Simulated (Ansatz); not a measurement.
One crystal and one scan (energy against volume) at two levels, PBE-D3(BJ) (plane waves to 420 eV, PAW, scalar-relativistic; Ansatz, a quantum-chemistry and plane-wave program) and r2SCAN+rVV10 (plane waves to 500 eV, PAW, scalar-relativistic; Ansatz), each from its own relaxed cell and on its own mesh. The cell shown is that of PBE-D3(BJ).

SnO (litharge type, space group P4/nmm)

```yaml
crystal:
  lattice:
    - [3.83710, 0.00000, 0.00000]
    - [0.00000, 3.83710, 0.00000]
    - [0.00000, 0.00000, 4.75861]
  atoms:
    - { symbol: Sn, position: [0.50000, 0.00000, 0.24344] }
    - { symbol: Sn, position: [0.00000, 0.50000, 0.75656] }
    - { symbol: O, position: [0.00000, 0.00000, 0.00000] }
    - { symbol: O, position: [0.50000, 0.50000, 0.00000] }
```

This relaxed cell (volume V₀) is scaled evenly in all directions, its shape held. The atoms relax within the cell's symmetry.

Energies are smeared free energies. SnO was relaxed with its symmetry unable to fall. With the shape held, the modulus is that of even scaling; a crystal free to change shape is softer. Percentages come from the unrounded values.

Results of PBE-D3(BJ):

| Quantity | Result |
|---|---|
| Lattice constant a (Å) | 3.837 |
| Lattice constant c (Å) | 4.759 |
| Relaxed volume (Å³/atom) | 17.52 |
| Bulk modulus at fixed cell shape B₀ (third-order Birch-Murnaghan fit) (GPa) | 48.7 |
| Pressure derivative B₀′ (fit) | 2.9 |

**Question.** What does r2SCAN+rVV10 give for the same quantities?

**Answer.** 
```json
[
 {"quantity": "Lattice constant a (Å)", "r2SCAN+rVV10": "3.793", "PBE-D3(BJ) − r2SCAN+rVV10": "+0.044 (+1.2 %)"},
 {"quantity": "Lattice constant c (Å)", "r2SCAN+rVV10": "4.764", "PBE-D3(BJ) − r2SCAN+rVV10": "-0.005 (-0.1 %)"},
 {"quantity": "Relaxed volume (Å³/atom)", "r2SCAN+rVV10": "17.14", "PBE-D3(BJ) − r2SCAN+rVV10": "+0.38 (+2.2 %)"},
 {"quantity": "Bulk modulus at fixed cell shape B₀ (third-order Birch-Murnaghan fit) (GPa)", "r2SCAN+rVV10": "54.1", "PBE-D3(BJ) − r2SCAN+rVV10": "-5.4 (-10 %)"},
 {"quantity": "Pressure derivative B₀′ (fit)", "r2SCAN+rVV10": "3.7", "PBE-D3(BJ) − r2SCAN+rVV10": "-0.8 (-21 %)"}
]
```

PBE-D3(BJ) gives the higher value for: lattice constant a; relaxed volume. PBE-D3(BJ) gives the lower value for: bulk modulus at fixed cell shape B₀; pressure derivative B₀′. They agree on: lattice constant c (within 0.2 %). (PBE-D3(BJ)) At this level the bands of SnO touch or barely overlap; measurements give the solid a gap. (r2SCAN+rVV10) At this level the bands of SnO touch or barely overlap; measurements give the solid a gap. Neither level is exact: the differences show how much the result hangs on the functional.

(A scan under strain: stresses follow from slopes of the energy per volume, elastic moduli from its curvatures.)
